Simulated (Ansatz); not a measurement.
**In (bcc type) under strong compression**

```xyz
1
Lattice="-1.8624 1.8624 1.8624 1.8624 -1.8624 1.8624 1.8624 1.8624 -1.8624" Properties=species:S:1:pos:R:3 pbc="T T T"
In    0.0000    0.0000    0.0000
```

The cell comes from a relaxation on PAW files under the same functional, begun from a prototype that needn't be the stable phase.

Its volume is scaled at fixed shape and fractional positions.

Level of theory: DFT with PBEsol, scalar-relativistic, in Ansatz 0.2.0; a Γ-centred 16×16×16 k mesh, Fermi–Dirac smearing of 0.1 eV, no spin polarisation. LAPW: all electrons, basis error target 1 meV/atom; PAW: frozen-core files, cutoff 420 eV; crystal datasets: all electrons, by PAW datasets that the program makes for each cell; norm-conserving: pseudopotentials, cutoff 952 eV; PAW (core large): files with a larger core, cutoff 420 eV.

Energies are extrapolated to zero smearing and count from the unscaled cell; pressure is positive in compression; gaps take the mesh and a band path. No temperature or zero-point motion is included.

The PAW files were made under PBE. The structure type is held throughout; the real material can change phase at far lower pressure.

```tsv
V/V0	V (Å³/atom)	P LAPW (GPa)	ΔE LAPW (eV/atom)	P PAW − LAPW (GPa)	ΔE PAW − LAPW (meV/atom)
1.00	25.84	0.04	0.000	-0.01	0.0
0.95	24.55	2.58	0.010	-0.01	-0.1
0.85	21.96	?	?	?	?
0.75	19.38	26.3	0.396	-0.02	-0.5
0.65	16.80	56.9	1.038	0.01	-0.6
0.55	14.21	120.6	2.402	0.05	-0.1
0.45	11.63	266.7	5.352	0.11	1.2
0.40	10.34	410.5	8.034	0.26	2.5
```

Fit the Vinet equation to the LAPW pressures shown (residuals weighted by 1/(|P| + 0.03·Pmax)), and predict the pressure of the withheld row.

The fit gives V0 = 25.92 Å³/atom, B0 = 38.7 GPa and B0′ = 5.98. At 21.96 Å³/atom, x = (V/V0)^(1/3) = 0.9462, and P = 3·B0·(1 − x)/x²·exp[1.5·(B0′ − 1)·(1 − x)] = 10.41 GPa. The run itself gave 10.81 GPa (-3.6 % off) and ΔE = 0.111 eV/atom.

At the smallest volume, how far do crystal datasets and norm-conserving and PAW (core large) lie from LAPW in pressure?

crystal datasets: 0.00 GPa; norm-conserving: +2.02 GPa; PAW (core large): +0.26 GPa, on a LAPW pressure of 410.5 GPa.

How do the Löwdin populations by LAPW change from the unscaled cell to the last row?

In 4s 1.98 → 1.93, In 5s 1.34 → 0.98, In 4p 5.99 → 5.96, In 5p 1.68 → 2.19, In 4d 9.98 → 9.92 electrons an atom. These are projections on the shells that the free atoms fill; 0.01 e a cell lies outside them at the start and 0.03 e at the end.
